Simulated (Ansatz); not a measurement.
LaSi$_{2}$Ru in space group P2_1/m (No. 11; La on 2e, Si on 2e, Si on 2e, Ru on 2e), the program Ansatz at the r²SCAN level (PAW), all energies at zero smearing, with the estimated change up to a 700 eV cutoff added, with one set of potentials and settings (totals compare only within such a set). Cell of 8 atoms (2 La, 4 Si, 2 Ru): -26874.098 eV.

```
element                reference phase  E (eV/atom)
-------  -----------------------------  -----------
La       P6_3/mmc, 4 atoms in the cell   -6264.6784
Si          Fd-3m, 2 atoms in the cell    -639.0667
Ru       P6_3/mmc, 2 atoms in the cell   -5890.7039
```

Formation energy per atom, worked out: (-26874.098 − 2×(-6264.6784) − 4×(-639.0667) − 2×(-5890.7039))/8 = -0.883 eV/atom (-85 kJ per mol of atoms), at 0 K, without zero-point energy or fitted corrections.

The first step of the workflow began from a Materials Project structure, measured or hypothetical; the Crystallography Open Database copy checked does not list it. Its standing as an ambient phase is unchecked. Symmetry was held in the r²SCAN relaxation; whether a distortion lowers the energy is not shown. No spin polarisation was allowed. The references are the lowest solids computed at this level, not always the standard phases. Spin–orbit coupling is left out wherever it is not named.

Potentials: the later of the program's two PAW sets.
